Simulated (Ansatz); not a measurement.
The start is a relaxed TiAl3 cell, doubled along one cell vector, shaken by Gaussian noise of σ = 0.08 Å a coordinate. The structure is fully relaxed (lattice and positions, P = 0) with PBEsol (plane waves to 420 eV, PAW, scalar-relativistic; Ansatz, an electronic-structure program). The first steps use a coarse 8×8×4 k-mesh.

Input geometry:
```yaml
crystal:
  lattice:
    - [3.94858, 0.00000, 0.00000]
    - [0.00000, 3.94858, 0.00000]
    - [0.00000, 0.00000, 7.89715]
  atoms:
    - { symbol: Ti, position: [0.99949, 0.98906, 0.00623] }
    - { symbol: Ti, position: [0.98862, 0.00978, 0.50853] }
    - { symbol: Al, position: [0.48469, 0.46047, 0.99373] }
    - { symbol: Al, position: [0.50565, 0.52469, 0.48974] }
    - { symbol: Al, position: [0.97537, 0.49191, 0.23626] }
    - { symbol: Al, position: [0.98871, 0.50639, 0.74368] }
    - { symbol: Al, position: [0.50081, 0.01416, 0.24309] }
    - { symbol: Al, position: [0.50627, 0.97664, 0.74437] }
```

Question: Which atoms feel the largest initial force, and how large is it?

Answer: 1.24 eV/Å, on Ti2 (atoms numbered as listed).

Question: Is the parent structure recovered?

Answer: It returns to the parent structure, Pm-3m (No. 221).

Question: How do the shortest distances between atoms change?

Answer: The closest pairs of elements (up to four, under 3.6 Å), start → end: Al–Al 2.64 → 2.79 Å; Al–Ti 2.67 → 2.79 Å.

Relaxed structure:

Space group Pm-3m (No. 221); a = b = c = 3.949 Å, α = β = γ = 90.00°

```tsv
atom	site	symmetry	x	y	z
Ti	1b	m-3m	0.5000	0.5000	0.5000
Al	3d	4/mm.m	0.0000	0.0000	0.5000
```

Final values are on a 12×12×12 k-mesh of the relaxed cell. No spin polarisation in the result.

The first start was generated by placing the elements on the sites of a structure type. Materials Project lists a structure of TiAl3 in the same space group, Pm-3m (No. 221); the sites were not compared with it, nor with measured phases. Known forms of TiAl3 include space group No. 139.
